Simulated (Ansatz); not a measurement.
This run works on a generated trial structure, not on a known crystal.

Input and command of a plane-wave DFT calculation in Ansatz:

```yaml
crystal:
  lattice:
    - [5.98708877, 0.0, 0.0]
    - [-2.99354438, 5.18497097, 0.0]
    - [0.0, 0.0, 6.28715686]
  atoms:
    - { symbol: Al, position: [0.66666667, 0.33333333, 0.63847452] }
    - { symbol: Al, position: [0.33333333, 0.66666667, 0.13847452] }
    - { symbol: As, position: [0.34557891, 0.3070069, 0.50250918] }
    - { symbol: As, position: [0.65442109, 0.6929931, 0.00250918] }
    - { symbol: As, position: [0.3070069, 0.96142799, 0.00250918] }
    - { symbol: As, position: [0.96142799, 0.65442109, 0.50250918] }
    - { symbol: As, position: [0.6929931, 0.03857201, 0.50250918] }
    - { symbol: As, position: [0.03857201, 0.34557891, 0.00250918] }
basis:
  ecutwfc: 420
kpoints:
  mp_grid: { grid: [3, 3, 4] }
hamiltonian:
  xc: pbe
scf:
  occupations: { method: gaussian, width: 0.1 }
  lower_state_search: "off"
output:
  forces: true
  stress: true
  eigenvalues: true
relax:
  adjacent_minimum: "off"
  f_tol: 0.04
  max_steps: 70
  cell: { stress_tol: 0.4 }
```

```bash
ansatz run input.yaml --threads 1 --pin off --max-ram 2560MiB --backend cpu --events-out ev --progress --plain --runs-dir out
```

Processor: Arm Neoverse V1, 1 thread, on a host shared with other jobs.

Question: How long does it run, and how much memory does it take?

Answer: About 2.2 min, peak memory 0.47 GiB. It solves 58 bands at 9 k points (after reduction by symmetry) with about 3379 plane waves (on the last cell), in 86 SCF iterations over 14 ionic steps.
